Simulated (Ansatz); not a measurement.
MgSnO₃:
```yaml
crystal:
  lattice:
    - [3.95068, 0.00000, 0.00000]
    - [0.00000, 3.95068, 0.00000]
    - [0.00000, 0.00000, 3.95068]
  atoms:
    - { symbol: Mg, position: [0.00000, 0.00000, 0.00000] }
    - { symbol: Sn, position: [0.50000, 0.50000, 0.50000] }
    - { symbol: O, position: [0.00000, 0.50000, 0.50000] }
    - { symbol: O, position: [0.50000, 0.50000, 0.00000] }
    - { symbol: O, position: [0.50000, 0.00000, 0.50000] }
```

Relaxed with LDA. Special points in fractions of this cell's reciprocal vectors: Γ (0.000, 0.000, 0.000); X (0.000, 0.500, 0.000); M (0.500, 0.500, 0.000); R (0.500, 0.500, 0.500).

Q: List the band energies nearest the valence-band maximum at these points for plane-wave PAW LDA (Ansatz code).

A: In eV from the valence-band maximum; about four levels below and three above (degenerate sets whole), none deeper than 8.9 eV; points with the same levels are listed once.

| k | below | above |
|---|---|---|
| Γ | -1.28 -1.28 -1.28 -1.17 -1.17 -1.17 | 1.06 2.78 9.00 9.00 |
| X | -1.69 -1.69 -1.66 -1.18 -1.18 | 4.37 5.22 6.86 |
| M | -1.58 -1.58 -0.53 -0.03 | 4.73 7.15 7.15 |
| R | -0.51 -0.51 0.00 0.00 0.00 | 2.55 7.69 7.69 7.69 |

Space group Pm-3m (cubic perovskite). The cell is a constructed one: a structure type filled with these elements; neither database checked (COD, Materials Project) lists it. Whether it is the stable phase at ambient conditions was not checked. The cell was relaxed with LDA under the symmetry of its start. At this level the phase is dynamically unstable (imaginary phonons). Scalar-relativistic: spin–orbit coupling is off unless named, which matters more the heavier the elements.

Potentials: the earlier of the program's two PAW sets. The files were generated under PBE; for other functionals the program regenerates the frozen cores, and for LDA and PBEsol the local potential too.
